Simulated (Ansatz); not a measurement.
## TaC: computed property card

TaC:
```
TaC
1.0
    3.02187     0.00000     0.00000
   -1.51093     2.61701     0.00000
    0.00000     0.00000     2.86019
Ta C
1 1
Direct
  0.00000   0.00000   0.00000
  0.33333   0.66667   0.50000
```

Space group P-6m2 (No. 187); conventional cell a = b = 3.0219 Å, c = 2.8602 Å, α = β = 90.00°, γ = 120.00°.

Method: the program Ansatz at the PBEsol level (PAW). Structure relaxed to zero pressure with the same functional. Other levels are named where they apply.

### Cell and energy

| Quantity | Value |
|---|---|
| Volume per atom | 11.31 Å³ |
| Density | 14.17 g/cm³ |
| Formation energy from the elements (no fitted shifts) | -247 meV/atom |

### Electronic structure

| Property | Value |
|---|---|
| Electronic character | metallic (no gap) |
| Density of states at the Fermi level | 0.79 states/eV per atom (mean over ±0.08 eV) |
| Gap with spin–orbit coupling | none (metallic) |

### Mechanics

| Property | Result |
|---|---|
| Bulk modulus (Birch–Murnaghan fit) | 3070 kbar |
| Pressure derivative B′ | 4.1 |
| Elastic constants (relaxed ions, GPa) | C11 = 538, C12 = 187, C13 = 144, C33 = 785, C44 = 87.8 |
| Mechanical stability | stable (all eigenvalues of C positive) |
| Hill bulk and shear moduli | 310 and 148 GPa |
| Young's modulus | 382 GPa |
| Poisson's ratio | 0.29 |
| Debye temperature from the elastic constants | 478 K |

### Phonons

| Quantity | Result |
|---|---|
| Highest zone-centre frequency | 520 cm⁻¹ |
| Zone-centre stability | no imaginary mode at Γ |

The start of the workflow was typed in or built on a structure type; the Crystallography Open Database copy checked does not list it. It is not the phase usual at ambient conditions (space group No. 225). The cell was relaxed with PBEsol under the symmetry of its start. No spin polarisation was allowed. As this level gives no gap, shear constants depend on the k-mesh and smearing (Fermi–Dirac, 0.1 eV here). As this level gives no gap, phonon frequencies hold no LO–TO term and depend on the k-mesh and smearing (Fermi–Dirac, 0.1 eV here). On the denser mesh and wider smearing of the elastic run this cell carries a stress of 0.4 GPa. The references are the lowest solids computed at this level, not always the standard phases. Spin–orbit coupling is left out wherever it is not named.

Potentials: the later of the program's two PAW sets.
